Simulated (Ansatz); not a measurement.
GaP:
Space group F-43m (No. 216); a = b = c = 5.4385 Å, α = β = γ = 90.00°

| atom | site | symmetry | x | y | z |
|---|---|---|---|---|---|
| P | 4c | -43m | 0.2500 | 0.2500 | 0.2500 |
| Ga | 4a | -43m | 0.0000 | 0.0000 | 0.0000 |
(The calculation used a cell of 2 atoms; values per cell refer to that cell.)

This is the PBEsol-relaxed structure.

Q: All from plane-wave PAW PBEsol (Ansatz code), unless another level is named. Give the smallest direct gap on the standard path.

A: 1.80 eV.

Q: And the band gap?

A: 1.45 eV (indirect).

Q: Next, the gap with spin–orbit coupling?

A: 1.42 eV.

Q: Give the conduction-band minimum.

A: on the Γ–X line, 86 % of the way from Γ (6 equivalent valleys).

The PBEsol relaxation kept the symmetry of its start. Spin–orbit coupling is left out wherever it is not named.

Potentials: the later of the program's two PAW sets.
